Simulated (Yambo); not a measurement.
Yambo run on K2LiScF6 (space group Fm-3m, No. 225). The wavefunctions come from this Quantum ESPRESSO step (PBEsol, PseudoDojo standard norm-conserving files, scalar-relativistic):

```
&CONTROL
  calculation = 'nscf'
  pseudo_dir = './pseudo'
  outdir = './out'
/
&SYSTEM
  ibrav = 0
  nat = 10
  ntyp = 4
  ecutwfc = 84.0
  ecutrho = 336.0
  occupations = 'fixed'
  force_symmorphic = .true.
  nbnd = 218
/
&ELECTRONS
  conv_thr = 1e-08
  diago_full_acc = .true.
  diago_thr_init = 1e-08
/
ATOMIC_SPECIES
Li 6.9400 Li.upf
F 18.9984 F.upf
K 39.0983 K.upf
Sc 44.9559 Sc.upf
CELL_PARAMETERS angstrom
  0.000000000000   4.144805000000   4.144805000000
  4.144805000000   0.000000000000   4.144805000000
  4.144805000000   4.144805000000   0.000000000000
ATOMIC_POSITIONS crystal
Li   0.500000000000   0.500000000000   0.500000000000
F   0.245590000000   0.245590000000   0.754410000000
F   0.754410000000   0.754410000000   0.245590000000
F   0.754410000000   0.245590000000   0.245590000000
F   0.245590000000   0.754410000000   0.754410000000
F   0.245590000000   0.754410000000   0.245590000000
F   0.754410000000   0.245590000000   0.754410000000
K   0.250000000000   0.250000000000   0.250000000000
K   0.750000000000   0.750000000000   0.750000000000
Sc   0.000000000000   0.000000000000   0.000000000000
K_POINTS automatic
2 2 2 0 0 0
```

Yambo input:

```
rim_cut
gw0
dyson
el_el_corr
HF_and_locXC
ppa
em1d
RandQpts= 1000000
RandGvec= 1 Ry
EXXRLvcs= 84 Ry
VXCRLvcs= 336 Ry
Chimod= "HARTREE"
% BndsRnXp
 3 | 216 |
%
NGsBlkXp= 7 Ry
% LongDrXp
 1.0 | 1.0 | 1.0 |
%
PPAPntXp= 27.2114 eV
% GbndRnge
 1 | 216 |
%
GTermKind= "BG"
DysSolver= "n"
ExtendOut
% QPkrange
 1 | 1 | 37 | 38 |
 2 | 2 | 37 | 38 |
 3 | 3 | 37 | 38 |
%
```

k points by index: 1 = Γ, 2 = L, 3 = X.

The o-*.qp file then holds:

```
#    K-point    Band    Eo [eV]    E [eV]    E-Eo [eV]    Vxc [eV]    Vnlxc [eV]    Sc|Eo [eV]    Sc|E [eV]    dSc/dw|Eo [eV]    Re(Z)    Im(Z)
#
    1    37    0.000000    -2.295332    -2.295332    -22.50335    -30.26060    4.908558    5.461921    -6.559636    0.805759    -0.001435
    1    38    6.810061    9.816100    3.006040    -18.40006    -10.28630    -4.497095    -5.107724    -5.526978    0.831172    -0.002077
    2    37    -0.214399    -2.546424    -2.332025    -22.13860    -29.93884    4.903681    5.468213    -6.586684    0.805113    -0.001587
    2    38    6.876377    9.891984    3.015607    -18.60813    -10.45446    -4.517514    -5.138061    -5.598859    0.829350    -0.002279
    3    37    -0.015640    -2.307536    -2.291896    -22.45631    -30.20168    4.902352    5.453471    -6.542860    0.806160    -0.001378
    3    38    6.866653    9.903916    3.037263    -18.64736    -10.44442    -4.539182    -5.165680    -5.612265    0.829012    -0.002236
```
(The two width columns are left out.) Convergence of these settings isn't established.

Geometry of the Materials Project entry, not relaxed at this level.

The structure is a Materials Project entry; no match was found in the copy of COD used, and its stability was not checked.
